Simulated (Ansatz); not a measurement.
Space group P6_3mc (No. 186). a = 3.809 Å, b = 3.809 Å, c = 18.688 Å, α = 90.00°, β = 90.00°, γ = 120.00°
| atom | site | symmetry | x | y | z |
| --- | --- | --- | --- | --- | --- |
| Zn | 2a | 3m. | 0.0000 | 0.0000 | 0.0000 |
| Zn | 2b | 3m. | 0.3333 | 0.6667 | 0.1668 |
| Zn | 2b | 3m. | 0.6667 | 0.3333 | 0.3333 |
| S | 2a | 3m. | 0.0000 | 0.0000 | 0.1251 |
| S | 2b | 3m. | 0.3333 | 0.6667 | 0.2917 |
| S | 2b | 3m. | 0.6667 | 0.3333 | 0.4581 |

Equation of state of this ZnS structure (not necessarily the ground state), with shape and atoms relaxed at each volume where symmetry leaves them free. Theory: Ansatz, DFT r2SCAN, scalar-relativistic, plane waves, PAW.

Settings: cutoff 500 eV, Γ-centred mesh 6×6×2 on the computed 12-atom cell, Gaussian smearing of 0.02 eV; no spin polarisation.

| V (Å³/atom) | E − E(largest V) (meV/atom) | P (GPa) | gap on mesh (eV) |
| --- | --- | --- | --- |
| 17.224 | 46.18 | 13.25 | 3.33 |
| 17.811 | 5.47 | 9.09 | 3.17 |
| 18.399 | -21.19 | 5.56 | 3.02 |
| 18.986 | -35.90 | 2.55 | 2.87 |
| 19.573 | -40.45 | 0.00 | 2.73 |
| 20.160 | -36.36 | -2.18 | 2.59 |
| 20.747 | -24.90 | -4.03 | 2.46 |
| 21.530 | 0.00 | -6.08 | 2.29 |

**Question.** Fit a third-order Birch–Murnaghan equation to E(V).

**Answer.** V0 = 19.57 Å³/atom, B0 = 78 GPa, B0' = 4.3.

Cost: 8 runs of about 7.3 core-minutes in all, on Intel Xeon 6975P-C (Granite Rapids) (shared hosts).